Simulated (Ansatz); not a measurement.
AgPt3, DFT, LDA, all-electron PAW with datasets made for the crystal, scalar-relativistic (Ansatz 0.2.0), run on 1 thread of Arm Neoverse V2 on a shared host.

The cell is COD entry 1509516, as deposited and not checked against the literature; nothing was relaxed. It is an old determination, and later ones may differ. The listed cell was then made from it by scaling, straining or moving an atom.

Command: `ansatz run input.yaml --threads 1 --pin off --max-ram 4096MiB --backend cpu --events-out ev --progress --plain --runs-dir out`

```yaml
crystal:
  lattice:
    - [3.9258285673, 0.0, 0.0]
    - [0.0, 3.9258285673, 0.0]
    - [0.0, 0.0, 3.9258285673]
  atoms:
    - { symbol: Ag, position: [0.0, 0.0, 0.0] }
    - { symbol: Pt, position: [0.0, 0.5, 0.5] }
    - { symbol: Pt, position: [0.5, 0.0, 0.5] }
    - { symbol: Pt, position: [0.5, 0.5, 0.0] }
kpoints:
  mp_grid: { grid: [9, 9, 9] }
scf:
  occupations: { method: fermi_dirac, width: 0.08 }
hamiltonian:
  xc: lda
  pseudopotentials: { kind: all_electron, datasets: crystal }
output:
  forces: true
  stress: true
  eigenvalues: true
  efg: { contact_densities: true }
```

Q: How large is the problem that the program sets up?

A: 35 irreducible k-points, 587 plane waves at Γ, 44 bands.

Q: Estimate the wall time and the peak memory.

A: 25 s of wall time for 12 SCF iterations, with a peak of 0.94 GiB. Times on shared machines scatter by tens of per cent.

Q: And the same cell and mesh by frozen-core PAW, asked for forces, stress, eigenvalues, efg, on the same hardware?

A: 5.5 s, peak memory 0.42 GiB.
